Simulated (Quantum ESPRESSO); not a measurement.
# SiC (changed cell): field gradients at the nuclei

```
CELL_PARAMETERS angstrom
      0.00000     2.22053     2.15523
      2.15523     0.00000     2.15523
      2.15523     2.22053     0.00000
ATOMIC_POSITIONS crystal
  Si 0.25000 0.25000 0.25000
  C  0.00000 0.00000 0.00000
```
The cell was made here from a computed Materials Project entry: strained by +2 % along the cube axis and by -1 % across it, atoms relaxed (PBE without dispersion, pw.x of a modified build of Quantum ESPRESSO, symmetry kept). The parent is SiC in F-43m. Stability against distortions was not tested.

Computed: field gradients by a PBE PAW density (pw.x of Quantum ESPRESSO, JTH datasets) with the all-electron reconstruction of Petrilli and co-workers, 20 Ha, k-mesh 9×9×9 through Γ.

| site | site symmetry | Vzz (a.u.) | η_Q | ∣C_Q∣ (MHz) |
|---|---|---|---|---|
| Si (atom 1) | -4m2 | -0.033 | 0.00 | – |
| C (atom 2) | -4m2 | 0.022 | 0.00 | – |

Principal values are ordered |Vxx| ≤ |Vyy| ≤ |Vzz|, η = (Vxx − Vyy)/Vzz, and C_Q = eQVzz/h is given by its size. Cores are frozen. Against all-electron runs on small test molecules, this scheme's |Vzz| missed by −6 % on Si, +9 % on C. The structure is static (0 K, no zero-point motion).
